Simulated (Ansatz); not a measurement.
A relaxed structure of P₂W is spoiled in several ways and relaxed again each time (noise and exchanges are one random draw each; squeezed and stretched starts keep its symmetry, which their runs cannot lower; pressure is positive under compression). The numbers are results of PBEsol (plane waves to 420 eV, PAW, scalar-relativistic; Ansatz, an electronic-structure program), not measurements.

Space group Cmc2₁ (No. 36); a = 3.1488 Å, b = 11.1363 Å, c = 4.9532 Å, α = 90.00°, β = 90.00°, γ = 90.00°

```csv
atom,site,symmetry,x,y,z
P,4a,m..,0.0000,0.0701,0.8828
P,4a,m..,0.0000,0.2030,0.2006
W,4a,m..,0.0000,0.5932,0.4996
```
(The calculation used a cell of 6 atoms; values per cell refer to that cell.)

**Question.** One start gave a first pressure of +167 GPa, a largest first force of 3.5 eV/Å and released 1.66 eV/atom. Which change was it?
A) with every coordinate shifted by Gaussian noise of σ = 0.2 Å
B) with every coordinate shifted by Gaussian noise of σ = 0.1 Å
C) squeezed uniformly to 70 % of its volume

**Answer.** C, squeezed uniformly to 70 % of its volume. All starts:

```tsv
change	first pressure (GPa)	largest first force (eV/Å)	released (eV/atom)	moves	outcome	final group	E − E(parent) (eV/atom)
squeezed uniformly to 70 % of its volume	167	3.5	1.66	14	returns to the parent	Cmc2₁	0.00
with every coordinate shifted by Gaussian noise of σ = 0.1 Å	0	3.0	0.17	7	returns to the parent	Cmc2₁	0.00
with every coordinate shifted by Gaussian noise of σ = 0.2 Å	–	–	0.95	8	returns to the parent	Cmc2₁	0.00
```

First-step values come from each run's starting, coarser k-mesh (9×9×5, 8×8×5). The runs use different k-meshes, so differences are rounded accordingly. No spin polarisation in the result.
